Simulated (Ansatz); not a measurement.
SrPb$_{3}$ (Cu3Au type, Pm-3m) at seven volumes, plane-wave PAW LDA (Ansatz code), scaled uniformly. One row is withheld.

```json
[
 {"V (Å³/atom)": "26.407", "P (GPa)": "5.37"},
 {"V (Å³/atom)": "27.277", "P (GPa)": "3.25"},
 {"V (Å³/atom)": "28.148", "P (GPa)": "?"},
 {"V (Å³/atom)": "29.019", "P (GPa)": "0.00"},
 {"V (Å³/atom)": "29.889", "P (GPa)": "-1.27"},
 {"V (Å³/atom)": "30.760", "P (GPa)": "-2.34"},
 {"V (Å³/atom)": "31.630", "P (GPa)": "-3.26"}
]
```

Question: Fit the shown pressures and predict the withheld one.

Answer: P = (3/2)B₀(x^(7/2) − x^(5/2))[1 + (3/4)(B′ − 4)(x − 1)] with x = (V₀/V)^(2/3). Least squares on the six rows gives V₀ = 29.015 Å³/atom, B₀ = 45.9 GPa, B′ = 4.56. At V = 28.148, x = 1.0204 and P = 1.49 GPa. The run itself gave 1.49 GPa.

The workflow started from an entry of the Crystallography Open Database (COD); the relaxed space group is not among those it files for this formula. COD files the formula under space group No. 123, so this cell is another polymorph or a model. Whether it is the stable phase at ambient conditions was not checked. Symmetry was held in the LDA relaxation; of distortions, only those at the zone centre were tested. Scalar-relativistic: spin–orbit coupling is off unless named, which matters more the heavier the elements.

Potentials: the later of the program's two PAW sets.
